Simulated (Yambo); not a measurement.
**ZnO: sweep of GW parameters**

G0W0@LDA for ZnO (wurtzite, space group P6_3mc, No. 186) in Yambo. Reference settings: 6×6×4 Γ-centred k mesh, bands 9 to 125 and a 10 Ry block in the screening, 125 bands in G with the Bruneval-Gonze terminator, plasmon pole fitted at 27.2 eV. The LDA gap Γ → Γ on this mesh is 0.87 eV; G0W0 gaps are taken between the same points.

```csv
change from the reference,G0W0 gap Γ → Γ (eV),shift of the valence edge (eV),rough Yambo cost
reference settings,2.58,-1.03,1
"84 bands in W, 84 bands in G",2.65,-1.00,within a factor of two
84 bands in G,2.60,-1.05,–
55 bands in G,2.64,-1.08,–
65 bands in W,2.70,-0.97,about 1/2
1 Ry block,3.66,-1.91,within a factor of two
4 Ry block,2.50,-1.09,within a factor of two
8 Ry block,2.55,-1.02,within a factor of two
pole fitted at 10 eV,2.56,-0.91,–
no random integration,2.55,-0.88,–
6×6×2 mesh,2.50,-0.96,about 1/3
"84 bands in G, no terminator",2.38,-0.66,–
"55 bands in G, no terminator",2.33,-0.44,–
no terminator,2.44,-0.80,–
```

The reference isn't shown to be the converged limit. Costs are rough (shared machines), scaled to the same edge states, and given only for runs that recompute the screening.

Geometry relaxed with LDA; primitive cell a = 3.1845 Å, b = 3.1845 Å, c = 5.1459 Å, α = 90.00°, β = 90.00°, γ = 120.00°.

A shift is the quasiparticle energy of the state minus its LDA energy.
